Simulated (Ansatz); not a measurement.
Data:

LaOF:
```
CELL_PARAMETERS angstrom
      1.98841     1.14801     6.60943
     -1.98841     1.14801     6.60943
      0.00000    -2.29602     6.60943
ATOMIC_POSITIONS crystal
  La 0.74234 0.74234 0.74234
  La 0.25766 0.25766 0.25766
  O  0.62276 0.62276 0.62276
  O  0.37724 0.37724 0.37724
  F  0.87072 0.87072 0.87072
  F  0.12928 0.12928 0.12928
```

This is the LDA-relaxed structure. x, y and z are the axes in which the lattice vectors are written.

Q: All from LDA in the plane-wave PAW code Ansatz, unless another level is named. Predict the Debye temperature from the elastic constants.

A: 405 K.

Q: Give the elastic constants (relaxed ions, GPa).

A: C11 = 213, C12 = 99.0, C13 = 93.0, C14 = 6.0, C33 = 203, C44 = 58.8.

Q: Predict the highest zone-centre frequency (without LO–TO term).

A: 57.2 meV.

Space group R-3m. The workflow started from a Materials Project entry (that database holds measured and hypothetical structures alike); the Crystallography Open Database files this formula in space group No. 166, but the cells were not matched. Its standing as an ambient phase is unchecked. Symmetry was held in the LDA relaxation; its stability against distortions is not shown here. Spin–orbit coupling is left out wherever it is not named.

Potentials: the later of the program's two PAW sets.
